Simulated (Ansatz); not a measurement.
## Where the states of Re lie

```xyz
2
Lattice="2.7748 0.0000 0.0000 -1.3874 2.4030 0.0000 0.0000 0.0000 4.4859" Properties=species:S:1:pos:R:3 pbc="T T T"
Re    0.0000    1.6020    1.1215
Re    1.3874    0.8010    3.3644
```

The cell was built from the hcp type and relaxed in the same program, and has space group P6_3/mmc; it needn't be a known or the stable phase.

No spin–orbit coupling, which matters for the heavy atoms here.

Theory: DFT, PBE, all-electron LAPW, scalar-relativistic in Ansatz 0.2.0.

Sampling and basis: a Γ-centred 14×14×8 k mesh, Fermi–Dirac smearing of 0.08 eV, basis error target 1 meV/atom, no spin polarisation.

Question: Which of the resolved shells contributes most within 0.3 eV of the Fermi level?

Answer: Re 5d, with 88 % of all states there; Re 6s follows with 5 %.

Question: Where is the centre of the filled Re 5d states between -14 eV and the top of the filled states?

Answer: -2.89 eV from the Fermi level.

Question: Tabulate the density of states.

Answer: States per eV and cell, averaged over 0.6 eV, from -10.0 to 5.4 eV, with energies (bin centres) from the Fermi level; empty bins are left out. The partial columns, the largest 3 alone, are projections on Löwdin-orthogonalised atomic shells (those that the program's projection atoms carry: the occupied ones and, for some elements, an empty d or f shell; other empty shells have no column), summed over atoms of an element. Weights on diffuse s and p shells depend on that basis and aren't pure angular character.
```tsv
E (eV)	total	Re 5d	Re 6s	Re 5p
-9.8	0.01	0.00	0.01	0.00
-9.2	0.07	0.00	0.07	0.00
-8.6	0.13	0.00	0.12	0.00
-8.0	0.18	0.01	0.16	0.00
-7.4	0.26	0.03	0.21	0.01
-6.8	0.40	0.09	0.29	0.01
-6.2	1.31	0.80	0.49	0.01
-5.6	1.76	1.33	0.40	0.02
-5.0	1.98	1.71	0.24	0.02
-4.4	1.57	1.40	0.14	0.02
-3.8	1.93	1.80	0.09	0.02
-3.2	2.57	2.37	0.13	0.03
-2.6	1.07	0.96	0.07	0.01
-2.0	2.97	2.74	0.13	0.02
-1.4	2.57	2.34	0.14	0.02
-0.8	2.89	2.60	0.15	0.02
-0.2	1.91	1.67	0.11	0.01
0.4	1.37	1.22	0.06	0.00
1.0	1.24	1.14	0.03	0.00
1.6	1.13	1.08	0.02	0.00
2.2	1.32	1.25	0.04	0.00
2.8	1.73	1.63	0.06	0.00
3.4	2.49	2.35	0.09	0.00
4.0	2.58	2.39	0.12	0.00
4.6	0.76	0.55	0.13	0.00
5.2	0.63	0.35	0.16	0.00
```
